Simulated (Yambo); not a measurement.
Material: Rb$_{2}$NaRhF$_{6}$ (space group Fm-3m, No. 225); a = 6.1272 Å, b = 6.1272 Å, c = 6.1272 Å, α = 60.00°, β = 60.00°, γ = 60.00° (10 atoms in the cell). The geometry is that of Materials Project entry mp-14038, symmetrised and not relaxed again.

With LDA (pw.x of Quantum ESPRESSO, ONCV potentials, no spin-orbit coupling), the gap between the mesh's edge points (X → X) is 1.608 eV.

**Question.** What does a G0W0 run in Yambo give for it (2×2×2 Γ-centred k mesh, bands 6 to 314 and a 8 Ry block in the screening, 314 bands in G with the Bruneval-Gonze terminator, plasmon pole fitted at 27.2 eV)?

**Answer.** The correction is 3.661 eV, giving 5.269 eV, 3.3 times the LDA value.  Nearest settings tried, and what they do to the gap: 204 bands in G: -8 meV; 122 bands in W, 122 bands in G: +96 meV. Not varied: block, mesh. So the settings aren't converged at that level. The k mesh is coarse. Spin-orbit splittings are left out.
